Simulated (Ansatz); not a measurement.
Relaxation of a generated cell, SiNi built in the AFLOW prototype AB_oF8_69_a_b (B24, as in TlF); 2 atoms in the cell, which starts as Fmmm (No. 69), oF8; a = 4.3391 Å, b = 4.6030 Å, c = 5.0930 Å, α = β = γ = 90.00°. Calculation: PBEsol (plane waves to 420 eV, PAW, scalar-relativistic; Ansatz, a quantum-chemistry and plane-wave program). Γ-centred k-mesh 9×9×9 on the run's cell (coarser than for final values), Fermi–Dirac smearing 0.05 eV. This is the first round of the run. Spin-polarised start, with parallel moments on Ni.

The optimiser's lines from the output (shortened; P is positive under compression):

```
relax step   1: F+E_penalty+E_count = -6426.35705907 eV  Δ(F+E_penalty+E_count) = +0.000e0 eV  max|allowed force component| = 6.360e-30 eV/Å  Δτ_max = 0.0000 Å  P = +7.522 GPa  Ω = 25.431 Å³  (13 SCF iters, dr2 threshold 1.00e-7 eV, accepted)
relax step   2: F+E_penalty+E_count = -6426.44642706 eV  Δ(F+E_penalty+E_count) = -8.937e-2 eV  max|allowed force component| = 1.972e-31 eV/Å  Δτ_max = 0.0000 Å  P = +3.468 GPa  Ω = 25.658 Å³  (8 SCF iters, dr2 threshold 2.00e-7 eV, accepted)
relax step   3: F+E_penalty+E_count = -6426.52718394 eV  Δ(F+E_penalty+E_count) = -8.076e-2 eV  max|allowed force component| = 3.155e-30 eV/Å  Δτ_max = 0.0000 Å  P = +2.595 GPa  Ω = 25.335 Å³  (9 SCF iters, dr2 threshold 2.00e-7 eV, accepted)
relax step   4: F+E_penalty+E_count = -6426.53851719 eV  Δ(F+E_penalty+E_count) = -1.133e-2 eV  max|allowed force component| = 2.367e-30 eV/Å  Δτ_max = 0.0000 Å  P = +0.860 GPa  Ω = 25.546 Å³  (9 SCF iters, dr2 threshold 2.00e-7 eV, accepted)
relax step   5: F+E_penalty+E_count = -6426.54026454 eV  Δ(F+E_penalty+E_count) = -1.747e-3 eV  max|allowed force component| = 5.916e-31 eV/Å  Δτ_max = 0.0000 Å  P = -0.292 GPa  Ω = 25.714 Å³  (9 SCF iters, dr2 threshold 2.00e-7 eV, accepted)
relax step   6: F+E_penalty+E_count = -6426.54041984 eV  Δ(F+E_penalty+E_count) = -1.553e-4 eV  max|allowed force component| = 1.331e-30 eV/Å  Δτ_max = 0.0000 Å  P = +0.001 GPa  Ω = 25.668 Å³  (7 SCF iters, dr2 threshold 2.00e-7 eV, accepted)
relax step   7: F+E_penalty+E_count = -6426.54042281 eV  Δ(F+E_penalty+E_count) = -2.970e-6 eV  max|allowed force component| = 2.367e-30 eV/Å  Δτ_max = 0.0000 Å  P = -0.000 GPa  Ω = 25.669 Å³  (6 SCF iters, dr2 threshold 7.29e-9 eV, accepted)
relax step   8: F+E_penalty+E_count = -6426.54123580 eV  Δ(F+E_penalty+E_count) = -8.130e-4 eV  max|allowed force component| = 1.183e-30 eV/Å  Δτ_max = 0.0000 Å  P = +0.101 GPa  Ω = 25.669 Å³  stress off target by 2.40e-1 GPa  SCF on the basis re-selected at this cell (its energy is not comparable with the rows above)  (11 SCF iters)
relax step   9: F+E_penalty+E_count = -6426.54125660 eV  Δ(F+E_penalty+E_count) = -2.081e-5 eV  max|allowed force component| = 2.219e-30 eV/Å  Δτ_max = 0.0000 Å  P = +0.005 GPa  Ω = 25.684 Å³  (7 SCF iters, dr2 threshold 1.43e-7 eV, accepted)
relax step  10: F+E_penalty+E_count = -6426.54125683 eV  Δ(F+E_penalty+E_count) = -2.291e-7 eV  max|allowed force component| = 7.396e-32 eV/Å  Δτ_max = 0.0000 Å  P = +0.001 GPa  Ω = 25.685 Å³  (7 SCF iters, dr2 threshold 1.44e-9 eV, accepted)
relax step  11: F+E_penalty+E_count = -6426.54125871 eV  Δ(F+E_penalty+E_count) = -1.875e-6 eV  max|allowed force component| = 4.930e-32 eV/Å  Δτ_max = 0.0000 Å  P = +0.001 GPa  Ω = 25.685 Å³  stress off target by 2.67e-3 GPa  SCF on the basis re-selected at this cell (its energy is not comparable with the rows above)  (8 SCF iters)
```

From the first to the last row the energy changes by -0.09 eV/atom and the volume by +1.0 %. The last row is marked as not comparable with the walk above it, whose basis was carried along; it does compare with step 1, since both stand on a basis selected at the nominal cutoff for their own cell.

Later rounds, restarted from the end of this one on a renewed k-mesh, logged 4 more steps and released under 0.01 eV/atom more. The final structure after all rounds: Fm-3m (No. 225), cF8, rock salt type; a = b = c = 4.683 Å, α = β = γ = 90.00°. Between re-selections the logged energies stand on a plane-wave basis carried along with the cell. No spin polarisation in the result: the starting moments vanished. A magnetic state may lie lower.

The run could not lower the symmetry of its start; a shaken copy of this end point relaxes with PBEsol to R-3m (No. 166), 0.40 eV/atom lower.

The relaxed structure here is a generated cell of SiNi: the first start was made by placing the elements on the sites of a structure type, and the end was not matched to a known phase here, so it may be hypothetical. Known forms of SiNi include space group No. 62.
